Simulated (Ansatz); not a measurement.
## Trigonal deformation path in YS

Computed with Ansatz 0.2.0, DFT PBEsol, scalar-relativistic, plane waves, PAW. Cutoff 420 eV, Γ-centred 16×16×16 k-points, Gaussian smearing of 0.15 eV. No spin polarisation. Energies are free energies at this smearing, counted from the undisturbed cell; pressure is positive in compression.

The undisturbed cell (as given, not relaxed at this level; it stands at -1.5 GPa, and it needn't be the usual structure):

```
CELL_PARAMETERS angstrom
0.00000 2.74365 2.74365
2.74365 0.00000 2.74365
2.74365 2.74365 0.00000
ATOMIC_POSITIONS crystal
Y 0.50000 0.50000 0.50000
S 0.00000 0.00000 0.00000
```

At fixed volume and fractional coordinates, lengths along (0.577, 0.577, 0.577) are scaled against those across it; ρ is that ratio over its starting value. The cell is metallic on the mesh throughout. At ρ = 0.500 the cell becomes cubic (Pm-3m), and there the slope of the energy vanishes by symmetry.

```csv
ρ,ΔE (meV/atom)
0.500,392.4
0.600,384.3
0.710,252.9
0.850,65.5
0.930,12.5
1.000,0.0
1.080,12.6
1.200,79.0
1.410,344.1
1.700,1011.2
2.000,1661.2
```

(1) Predict the pressure (GPa) at each point.

## Answers

(1)
| ρ | pressure (GPa) |
| --- | --- |
| 0.500 | -7.2 |
| 0.600 | -5.3 |
| 0.710 | -3.2 |
| 0.850 | -1.9 |
| 0.930 | -1.6 |
| 1.000 | -1.5 |
| 1.080 | -1.5 |
| 1.200 | -1.3 |
| 1.410 | -0.9 |
| 1.700 | -0.6 |
| 2.000 | 0.5 |